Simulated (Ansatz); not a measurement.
# Property card for Ca4Si

Computed with DFT PBE, scalar-relativistic, plane waves, PAW in Ansatz.

Plane waves to 420 eV, a k mesh through Γ of 8×8×8 on the computed 5-atom cell and Gaussian smearing (0.10 eV); no spin polarisation.

The structure is relaxed at this level of theory with its symmetry kept, and needn't be the ground state of this composition.

Space group C2 (No. 5), monoclinic, a = 9.796 Å, b = 7.257 Å, c = 6.703 Å, β = 132.7°. Ca on its first site is surrounded by 2 Si at 3.11–3.14 Å and 7 Ca at 3.62–3.75 Å; Ca on its second site has 2 Si at 3.12–3.15 Å and 7 Ca at 3.62–3.74 Å; Si has 8 Ca at 3.11–3.15 Å.

- Volume per atom: 35.00 Å³
- Formation energy from the elements' standard states (uncorrected): -0.098 eV/atom
- Kohn–Sham band gap: none (metal)
- Density of states at the Fermi level: 5.2 states/eV per cell
- Bader charge by site (e): Ca (2 in the cell) 0.69, Ca (2 in the cell) 0.66, Si (1 in the cell) -2.69

Spin polarisation was left out, and a magnetic state may lie lower.

The cell was found from a structure generator's guess, not taken from experiment.
